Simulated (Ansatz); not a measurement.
LaN:
```xyz
2
Lattice="3.1660 0.0000 0.0000 0.0000 3.1660 0.0000 0.0000 0.0000 3.1660" Properties=species:S:1:pos:R:3 pbc="T T T"
La     0.0000     0.0000     0.0000
N      1.5830     1.5830     1.5830
```

Relaxed with r²SCAN.

Question: Map the electron localisation function on the plane through (0.000, 0.000, 0.000) spanned by u = [1, 0, 0] and v = [0, 1, 1] in lattice vectors, from plane-wave PAW r²SCAN (Ansatz code).

Answer: x is the fraction of u, y of v (the angle between them is 90°; rows are the nearest grid lines); atoms in the plane: La at (0.00, 0.00), N at (0.50, 0.50).
```
|00489951015998400|
|01599951015999510|
|45799830003899754|
|88998520002589988|
|99986211111268999|
|88752123432125788|
|43222357775322234|
|11124789998742111|
|01247999999974210|
|11378998789987311|
|12579984248997521|
|12589972027998521|
|12579984248997521|
|11378998789987311|
|01247999999974210|
|11124789998742111|
|43222357775322234|
|88752123432125788|
|99986211111268999|
|88998520002589988|
|45799830003899754|
|01599951015999510|
|00489951015998400|
```
Scale: ten equal steps from 0.008 (start of '0') to 0.849 (end of '9'), in the order '0123456789'; x runs from 0.000 to 1.00, y from 0.000 (bottom) to 1.00 (top).

The density is the valence pseudo-density with augmentation charge, so density and ELF within about 1 Å of a nucleus are not all-electron values.

Space group Pm-3m (CsCl type). The start of the workflow was typed in or built on a structure type; neither database checked (COD, Materials Project) lists it. COD files the formula under space group No. 225, so this cell is another polymorph or a model. Its standing as an ambient phase is unchecked. The r²SCAN relaxation kept the symmetry of its start. At this level the phase is mechanically unstable. Spin–orbit coupling is left out wherever it is not named.

Potentials: the earlier of the program's two PAW sets.
